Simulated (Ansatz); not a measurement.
These are results of Ansatz 0.2.0, DFT PBE, scalar-relativistic, plane waves, PAW, not measurements. Settings: cutoff 420 eV, Γ-centred meshes spaced at most about 0.3 Å⁻¹, and about 0.25 Å⁻¹ or finer for metals (2π included), Gaussian smearing. Collinear spin in cells that started with moments and kept them past the coarse steps, no spin elsewhere.

Each of these unrelaxed guesses is relaxed in cell and atoms within its symmetry. A guess keeps its type if space group and coordination stay and the shape of the cell changes little (axis ratios within about 15 %, angles within 6°); the volume may change.

1. Be2ZnTe2Se

```
CELL_PARAMETERS angstrom
4.35392 0.00000 0.00000
0.00000 4.35392 0.00000
0.00000 0.00000 6.97605
ATOMIC_POSITIONS crystal
Be 0.50000 0.00000 0.99462
Be 0.00000 0.50000 0.99462
Zn 0.00000 0.00000 0.69730
Te 0.50000 0.50000 0.82875
Te 0.00000 0.00000 0.16438
Se 0.50000 0.50000 0.32032
```

2. ScGaS (collinear spin from parallel moments)

```
CELL_PARAMETERS angstrom
3.50696 0.00000 0.00000
0.00000 3.50696 0.00000
0.00000 0.00000 4.97078
ATOMIC_POSITIONS crystal
Sc 0.50000 0.50000 0.50000
Ga 0.50000 0.50000 0.00000
S 0.00000 0.00000 0.00000
```

3. InHgSe

```
CELL_PARAMETERS angstrom
2.74024 -3.62774 0.00000
2.74024 3.62774 0.00000
0.00000 0.00000 4.58935
ATOMIC_POSITIONS crystal
In 0.00000 0.00000 0.50000
Hg 0.50000 0.50000 0.50000
Se 0.50000 0.50000 0.00000
```

4. TiSbSe4 (collinear spin from parallel moments)

```
CELL_PARAMETERS angstrom
0.00000 4.30312 4.30312
4.30312 0.00000 4.30312
4.30312 4.30312 0.00000
ATOMIC_POSITIONS crystal
Ti 0.75000 0.75000 0.75000
Sb 0.00000 0.00000 0.00000
Se 0.37669 0.37669 0.86994
Se 0.86994 0.37669 0.37669
Se 0.37669 0.86994 0.37669
Se 0.37669 0.37669 0.37669
```

Q: Which keep their type?

A: Guesses 2 and 4 keep their type.

```tsv
guess	kept	start group	end group	V start (Å³/atom)	V end	b/a and c/a, end over start	nearest neighbours start	nearest neighbours end
1	no	P4mm	P4mm	22.0	26.9	1.00, 1.91	Be 4, Se 10, Te 4, Zn 9	Be 8, Se 4, Te 4, Zn 4
2	yes	P4/mmm	P4/mmm	20.4	23.9	1.00, 1.07	Ga 6, S 4, Sc 2	Ga 6, S 4, Sc 2
3	no	Cmmm	P4/mmm	30.4	34.0	-	Hg 2, In 2, Se 2	Hg 2, In 4, Se 2
4	yes	F-43m	F-43m	26.6	22.0	1.00, 1.00	Sb 16, Se 6, Ti 16	Sb 16, Se 6, Ti 16
```

Neighbours count within 15 % of an atom's shortest distance; end groups are read at 0.02 Å (0.05 Å in metals).

Weakly bound directions are ill-defined at this level, which has no dispersion term (Be2ZnTe2Se P4mm). Spin–orbit coupling, which can matter for Hg, Sb and Te, is left out. In InHgSe P4/mmm an odd number of electrons in the primitive cell allows no gap without spin; a larger cell or a magnetic state could open one. The magnetic state reached may not be the lowest. Cells relaxed within their symmetry can be saddle points.
